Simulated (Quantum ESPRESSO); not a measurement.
HgS has the cubic space group F-43m (No. 216), the zinc blende structure, Pearson symbol cF8. Lattice parameters: a = 5.9393 Å, b = 5.9393 Å, c = 5.9393 Å, α = 90.00°, β = 90.00°, γ = 90.00°. S on 4c is surrounded by 4 Hg at 2.572 Å (tetrahedral). Hg on 4a sees 4 S at 2.572 Å (tetrahedral). (Neighbours: up to the widest gap in distance over summed covalent radii, below 1.35, at either atom; cation-cation contacts left out.)
(The calculation used a cell of 2 atoms; values per cell refer to that cell.)

The geometry is that of Materials Project entry mp-1123, symmetrised and not relaxed again.

Task: What does norm-conserving PBEsol (Quantum ESPRESSO, 66 Ry, without SOC) give for the electronic structure near the Fermi level?

Result: At this level the gap is closed or nearly so: along the path the highest valence and lowest conduction bands touch, or overlap by less than 0.6 eV, a zero-gap or semimetallic result; the valence top lies at Γ, the conduction bottom at Γ. Semilocal functionals close the gaps of some narrow-gap semiconductors, so this alone doesn't show that the compound has none. Spin-orbit coupling is left out, which matters for elements this heavy: edges can move by tenths of an eV.

This is not the ordinary phase of the substance.
